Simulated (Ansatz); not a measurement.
Property card for CdSiP2

CdSiP₂:
```
CdSiP2
1.0
   -2.82206     2.82206     5.24987
    2.82206    -2.82206     5.24987
    2.82206     2.82206    -5.24987
Cd Si P
2 2 4
Cartesian
  0.00000   2.82206   2.62493
  0.00000   0.00000   0.00000
  2.82206   0.00000   2.62493
  0.00000   0.00000   5.24987
  1.41103   1.65190  -1.31247
  1.41103   1.17016   3.93740
  3.99222   1.41103   1.31247
 -1.17016   1.41103   6.56233
```

Space group I-42d (No. 122), chalcopyrite; conventional cell a = 5.644 Å, b = 5.644 Å, c = 10.500 Å, α = 90.00°, β = 90.00°, γ = 90.00°.

Method: PBEsol in the plane-wave PAW code Ansatz. Geometry: relaxed at this level of theory. Other levels are named where they apply.

Cell and energy:

- Volume per atom = 20.90 Å³
- Density = 4.02 g/cm³
- Formation energy from the elements (no fitted shifts) = -212 meV/atom

Electronic structure:

- Band gap: 1.24 eV (direct)
- Valence-band maximum: at Γ
- Conduction-band minimum: at Γ
- Electron effective mass: 0.27, 0.27, 0.72 mₑ (principal values)
- Hole effective mass: 0.14, 0.42, 0.42 mₑ (principal values)
- Hole effective mass with spin–orbit coupling: 0.14, 0.42, 0.42 mₑ (principal values)
- HSE06 gap on the PBEsol cell: 2.00 eV
- Gap with spin–orbit coupling: 1.24 eV

Mechanics:

Bulk modulus (Birch–Murnaghan fit): 82.6 GPa
Pressure derivative B′: 4.5
Elastic constants (relaxed ions, GPa): C11 = 124, C12 = 61.2, C13 = 66.8, C33 = 109, C44 = 54.3, C66 = 52.5
Mechanical stability: stable (all eigenvalues of C positive)
Hill bulk and shear moduli: 82.8 and 40.4 GPa
Young's modulus: 104 GPa
Poisson's ratio: 0.29
Debye temperature from the elastic constants: 382 K
Piezoelectric stress constants (proper, relaxed ions, C/m²): e14 = e25 = -0.18

Dielectric response:

Electronic dielectric constant ε∞ (DFPT): 11.2 (xx = yy), 10.9 (zz)
Static dielectric constant ε0 (ions relaxed, cell fixed): 13.5 (xx = yy), 13.1 (zz)
Born charges (a third of the trace): Cd +1.89, Si +2.32, P -2.11 e

Phonons:

- Highest zone-centre frequency (without LO–TO term) = 476 cm⁻¹
- Zone-centre stability = no imaginary mode at Γ

The PBEsol relaxation kept the symmetry of its start. Signs of piezoelectric constants follow the polarity of the cell as given. The references are the lowest solids computed at this level, not always the standard phases. Scalar-relativistic: spin–orbit coupling is off unless named, which matters more the heavier the elements.

Potentials: the later of the program's two PAW sets.
